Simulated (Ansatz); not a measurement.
Input:

Relaxed Bi2Se3 (Bi2Te3 type, space group R-3m):

```
CELL_PARAMETERS angstrom
      2.04070     1.17820     9.22188
     -2.04070     1.17820     9.22188
      0.00000    -2.35639     9.22188
ATOMIC_POSITIONS crystal
  Bi 0.40185 0.40185 0.40185
  Bi 0.59815 0.59815 0.59815
  Se 0.00000 0.00000 0.00000
  Se 0.20782 0.20782 0.20782
  Se 0.79218 0.79218 0.79218
```

In this cell atom 1 (Bi, nearest neighbour Se at 2.835 Å; its periodic images, 4.1 Å or more away, move with it) is moved by s along Cartesian [110], unit vector (0.707, 0.707, 0.000); all other atoms and the cell stay fixed.

Method: PBEsol-D3(BJ) (plane waves to 420 eV, PAW, scalar-relativistic; Ansatz, a quantum-chemistry and plane-wave program). k mesh 8×8×8 (Γ-centred), Fermi-Dirac smearing 0.05 eV. The energy includes the smearing's −TS. With partly filled bands, energies and forces of such displacements shift with the k mesh and the smearing. At this level the bands of Bi2Se3 touch or barely overlap; measurements give the solid a gap. Bi2Se3 was relaxed with its symmetry unable to fall. Spin-orbit coupling is left out, though Bi is heavy. ΔE is measured from the undisplaced structure.

The scan covers s from -0.280 to 0.280 Å in 11 points.

**Question.** Is the energy the same for displacements of ±0.280 Å, and if not, which side lies higher?

**Answer.** Not even: the negative side lies higher at ±0.280 Å. With its periodic images moving along, the atom's site symmetry in this cell is 3m.

**Question.** What force acts on the atom along the line at s = -0.280 Å?

**Answer.** 1.13 eV/Å.

**Question.** What is the force constant k = d²E/ds² of this move at s = 0?

**Answer.** 3.34 eV/Å².

(A displaced cell: forces are minus the slopes of the energy, force constants its curvatures, and phonons follow from these.)
